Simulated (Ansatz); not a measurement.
## Zincblende alloy of ZnS and ZnSe (12 of 32 S sites exchanged), 64 atoms

Ansatz, PAW, plane waves. PBEsol relaxation of volume and atoms (shape held) at the single k point (¼, ¼, ¼) without its symmetry partners; single points on the relaxed atoms at the Γ point alone, onto which points of the small cell's zone fold. Arrangement: quasirandom. No spin–orbit coupling unless named.

Relaxed structure:

```
Zn S Se
1.0
    10.91898    0.00000    0.00000
     0.00000   10.91898    0.00000
     0.00000    0.00000   10.91898
Zn S Se
32 20 12
Direct
  0.00937 0.00201 0.00096
  0.00136 0.00144 0.49818
  0.00082 0.49966 0.00138
  0.99590 0.49459 0.50451
  0.49940 0.00113 0.01075
  0.49483 0.00664 0.49441
  0.50351 0.49446 0.00508
  0.49576 0.49533 0.49379
  0.24529 0.25584 0.00641
  0.25421 0.24472 0.50350
  0.24587 0.75481 0.00430
  0.24939 0.74839 0.48912
  0.74602 0.25344 0.00432
  0.75528 0.25602 0.49398
  0.75122 0.73870 0.00237
  0.75515 0.75509 0.50411
  0.25004 0.00203 0.25051
  0.23977 0.00112 0.75116
  0.25359 0.50295 0.24471
  0.24991 0.49090 0.75080
  0.75095 0.00999 0.24967
  0.75540 0.99755 0.74623
  0.74586 0.49516 0.24617
  0.75558 0.49447 0.75605
  0.99618 0.24651 0.24480
  0.00536 0.25452 0.74607
  0.01008 0.74986 0.25042
  0.99636 0.75342 0.75639
  0.49822 0.25099 0.25084
  0.50124 0.25942 0.75180
  0.49658 0.74503 0.24448
  0.49852 0.74921 0.75013
  0.12640 0.12577 0.12683
  0.12345 0.12547 0.62318
  0.12611 0.62403 0.12346
  0.62319 0.12950 0.12782
  0.62353 0.62043 0.12538
  0.37558 0.37437 0.12644
  0.37484 0.37351 0.62322
  0.37208 0.87515 0.12788
  0.87421 0.37481 0.12385
  0.87443 0.37256 0.62668
  0.88037 0.87655 0.62467
  0.37271 0.12735 0.37134
  0.37493 0.62290 0.37045
  0.87690 0.12675 0.37458
  0.87701 0.62153 0.87672
  0.12337 0.37462 0.87701
  0.12627 0.87815 0.37321
  0.12364 0.87466 0.87674
  0.62357 0.37354 0.37208
  0.62628 0.37585 0.87816
  0.12430 0.62515 0.62634
  0.62639 0.12920 0.62251
  0.62646 0.61991 0.62450
  0.37040 0.87647 0.62240
  0.87697 0.87506 0.12506
  0.37245 0.12745 0.87755
  0.37294 0.62191 0.87951
  0.87755 0.12822 0.87582
  0.87514 0.62334 0.37270
  0.12631 0.37240 0.37327
  0.62368 0.87575 0.37173
  0.62657 0.87432 0.87869
```

**Question.** What are the mean bond lengths by pair (pairs within 1.2 times the sum of covalent radii, less contacts 15 % beyond the pair's median; cation–cation pairs of compounds aside; long ionic contacts are cut short by that bound)?

**Answer.** S–Zn 2.331 ± 0.010 Å (standard deviation, 80 bonds); Se–Zn 2.422 ± 0.009 Å (standard deviation, 48 bonds).

**Question.** What gap lies between the top filled and the lowest empty level in the single points?

**Answer.** HSE06 3.01 eV (32 s on NVIDIA GB300).
